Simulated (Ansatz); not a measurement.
All numbers below come from DFT PBE, scalar-relativistic, plane waves, PAW in Ansatz 0.2.0. Cutoff 420 eV, Γ-centred meshes of about 0.25 Å⁻¹ or finer for metals and 0.3 Å⁻¹ for insulators (2π included), Gaussian smearing. No spin polarisation.

Relaxed structures of Sn2Bi3O3, with energies over the first row. Coordination counts O atoms around Bi and Sn (those within 1.25 times the shortest such distance or 1.15 times the sum of covalent radii, 1.27 where that leaves under three; a plus sign parts nearer from farther groups; the shortest distance is added where it exceeds 1.18 times the sum of covalent radii; a slash parts the counts of unlike sites).

```csv
#,form,sites,V (Å³/atom),coordination,ΔE (meV/atom)
1,I4/mmm,"Sn 4e; Bi 4e, 2a; O 4d, 2b",21.7,"Sn 4, Bi 1/4 from 2.6 Å",0
2,R-3m,"Sn 6c; Bi 6c, 3b; O 3a, 6c",22.3,"Sn 3+3, Bi 3 from 3.8 Å/6+6 from 6.4 Å",94
```

A further structure, relaxed alike:

```xyz
8
Lattice="-1.9608 1.9608 11.1423 1.9608 -1.9608 11.1423 1.9608 1.9608 -11.1423" Properties=species:S:1:pos:R:3 pbc="T T T"
Sn    0.0000    0.0000   13.3436
Sn    0.0000    0.0000    8.9411
Bi    0.0000    0.0000    4.2554
Bi    0.0000    0.0000   18.0292
Bi    0.0000    0.0000    0.0000
O     0.0000    1.9608    5.5712
O     1.9608    0.0000    5.5712
O     0.0000    0.0000   11.1423
```

Q: Place it among the others.

A: It is the highest, 155 meV/atom above row 1, with space group I4/mmm (No. 139) and 21.4 Å³/atom. Counting O atoms around Bi and Sn, this cell has Sn 1, Bi 4/4 from 2.8 Å and row 1 has Sn 4, Bi 1/4 from 2.6 Å. Sn is surrounded by 1 O at 2.20 Å; around Bi on a site of symmetry 4mm lie 4 O at 2.36 Å; around Bi on a site of symmetry 4/mmm lie 4 O at 2.77 Å; O on a site of symmetry -4m2 is surrounded by 4 Bi at 2.36 Å and 4 O at 2.77 Å; 1 more site not described.

No dispersion correction is applied, so the spacing and binding between layers, chains or molecules are poorly described (I4/mmm at 21.7 Å³/atom, R-3m), and this can change margins and order among such cells. Spin–orbit coupling, which can matter for Bi, is left out. In I4/mmm at 21.7 Å³/atom, R-3m, I4/mmm at 21.4 Å³/atom an odd number of electrons in the primitive cell allows no gap without spin; a larger cell or a magnetic state could open one. With atoms moved at random, row 1 (by 67 meV/atom) fell into a lower structure. Row 2 and the further cell had no clear such test and can be saddle points.
